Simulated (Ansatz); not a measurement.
**From the elastic tensor of TiAl$_{6}$Ni$_{5}$ to moduli and sound speeds**

Level of theory: DFT PBE, scalar-relativistic, plane waves, PAW (Ansatz). Cutoff 420 eV, 16×16×2 k-points (Γ-centred), Fermi-Dirac smearing of 0.15 eV. No spin polarisation.

Space group P4/mmm (No. 123), tetragonal, a = 2.881 Å, c = 18.521 Å. Around Ti lie 8 Al at 2.84 Å and 4 Ti at 2.88 Å; around Al on its first site lie 8 Ni at 2.50 Å and 6 Al at 2.88–2.91 Å; Al on its second site has 8 Ni at 2.50 Å and 6 Al at 2.88–2.91 Å; Al on its third site is surrounded by 4 Ni at 2.51 Å, 4 Ti at 2.84 Å and 5 Al at 2.88–2.91 Å; Ni on a site of symmetry 4mm is surrounded by 8 Al at 2.50–2.51 Å and 5 Ni at 2.88–2.91 Å; around Ni on a second site of symmetry 4mm lie 8 Al at 2.50 Å and 6 Ni at 2.88–2.91 Å; 1 more site not described.

It was reached by relaxing an invented guess, and it needn't be the stable form of this composition. In a metal, frequencies and elastic constants depend on the k mesh and the smearing, soft modes and shear constants most.

Relaxed-ion constants (GPa, on the Cartesian axes of the calculation):
```
200.0 115.7 126.5   0.0   0.0   0.0
115.7 200.0 126.5   0.0   0.0   0.0
126.5 126.5 182.3   0.0   0.0   0.0
  0.0   0.0   0.0 116.3   0.0   0.0
  0.0   0.0   0.0   0.0 116.3   0.0
  0.0   0.0   0.0   0.0   0.0 103.2
```

Density 5.437 g/cm³; 12 atoms in 153.70 Å³.

With S = C⁻¹: B_V = (C11+C22+C33+2(C12+C13+C23))/9, G_V = (C11+C22+C33−C12−C13−C23+3(C44+C55+C66))/15, 1/B_R = S11+S22+S33+2(S12+S13+S23), 15/G_R = 4(S11+S22+S33−S12−S13−S23)+3(S44+S55+S66); Hill is their mean. Then v_l = √((B+4G/3)/ρ), v_t = √(G/ρ), v_m = [(2/v_t³+1/v_l³)/3]^(−1/3) and Θ = (ħ/k_B)·v_m·(6π²n/V)^(1/3) for n atoms in the volume V; E = 9BG/(3B+G), ν = (3B−2G)/(2(3B+G)) and A^U = 5G_V/G_R + B_V/B_R − 6.

* Bulk modulus, Voigt / Reuss / Hill: 146.6 / 146.6 / 146.6 GPa
* Shear modulus, Voigt / Reuss / Hill: 81.4 / 58.8 / 70.1 GPa
* Young's modulus: 181 GPa
* Poisson ratio: 0.294
* Pugh ratio B/G: 2.09 (over 1.75, the rule of thumb for ductile)
* Universal anisotropy index: 1.92
* Longitudinal and transverse sound speeds: 6645 and 3590 m/s
* Debye temperature from the mean sound speed: 510 K
